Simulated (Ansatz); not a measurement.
Given:

IrC (rock salt, Fm-3m), a = b = c = 4.3801 Å, α = β = γ = 90.00°; the cell used has 2 atoms.

This is the r²SCAN-relaxed structure.

Task: All from r²SCAN (plane waves, PAW; program Ansatz), unless another level is named. Estimate the electronic character.

Result: metallic (no gap).

Task: Next, the formation energy from the elements (no fitted shifts)?

Result: 1.44 eV/atom.

Task: Predict the density of states at the Fermi level.

Result: 1.9 states/eV per atom (mean over ±0.08 eV).

Task: Give the gap with spin–orbit coupling.

Result: none (metallic).

The start of the workflow was typed in or built on a structure type; neither database checked (COD, Materials Project) lists it. Its standing as an ambient phase is unchecked. Symmetry was held in the r²SCAN relaxation. At this level the phase is mechanically unstable. No spin polarisation was allowed. Its formation energy is positive at this level, so the cell may be metastable or incomplete. The references are the lowest solids computed at this level, not always the standard phases. Scalar-relativistic: spin–orbit coupling is off unless named, which matters more the heavier the elements.

Potentials: the earlier of the program's two PAW sets. The files were generated under PBE; for other functionals the program regenerates the frozen cores, and for LDA and PBEsol the local potential too.
